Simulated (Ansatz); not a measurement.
**Hf under compression and expansion**

```xyz
2
Lattice="3.1967 0.0000 0.0000 -1.5983 2.7684 0.0000 0.0000 0.0000 5.0578" Properties=species:S:1:pos:R:3 pbc="T T T"
Hf    0.0000    1.8456    1.2645
Hf    1.5983    0.9228    3.7934
```

Conventional cell: a = 3.197 Å, b = 3.197 Å, c = 5.058 Å, α = 90.00°, β = 90.00°, γ = 120.00°. Hf (atom 1) is surrounded by 12 Hf at 3.13 to 3.20 Å.

The geometry is COD entry 9008501, unchecked; take it as a test cell.

No spin–orbit coupling, which matters for the heavy atoms here.

Methods: DFT, PBEsol, all-electron LAPW, scalar-relativistic (Ansatz 0.2.0); DFT, PBEsol, PAW with Ansatz's default frozen-core files, scalar-relativistic (Ansatz 0.2.0).

For LAPW: a Γ-centred 13×13×7 k mesh, Fermi–Dirac smearing of 0.05 eV, basis error target 0.5 meV/atom, no spin polarisation. PAW takes a cutoff of 420 eV at this cell (files made with PBE, cores remade for this functional). The Ansatz runs share mesh, smearing and spin set-up. Plane-wave (PAW) pressures include the program's estimate of the Pulay term.

The cell above is scaled evenly, with fractional coordinates and shape held.

```
V/V(cell)  V (Å³/atom)  P, LAPW (GPa)  P, PAW (GPa)  free energy over the lowest listed, PAW (meV/atom)
   0.9400       21.037              ?             ?                                                   ?
   0.9800       21.933          -1.59         -1.61                                                 0.0
   1.0000       22.380          -3.70         -3.73                                                 7.5
   1.0100       22.604          -4.69         -4.71                                                13.4
   1.0400       23.275          -7.40         -7.42                                                38.9
```

Fill in the row V/V(cell) = 0.9400.

P, LAPW (GPa) = 3.27, P, PAW (GPa) = 3.23, free energy over the lowest listed, PAW (meV/atom) = 4.1.

What do Birch–Murnaghan fits to the pressures give?

LAPW: V0 = 21.62 Å³/atom, B0 = 114 GPa, B0′ = 3.4; PAW: V0 = 21.62 Å³/atom, B0 = 114 GPa, B0′ = 3.4.

PAW's V0 lies -0.02 % from the all-electron value and its B0 -0.1 %. With shape and internal coordinates held, B0 is an upper bound to the relaxed modulus.
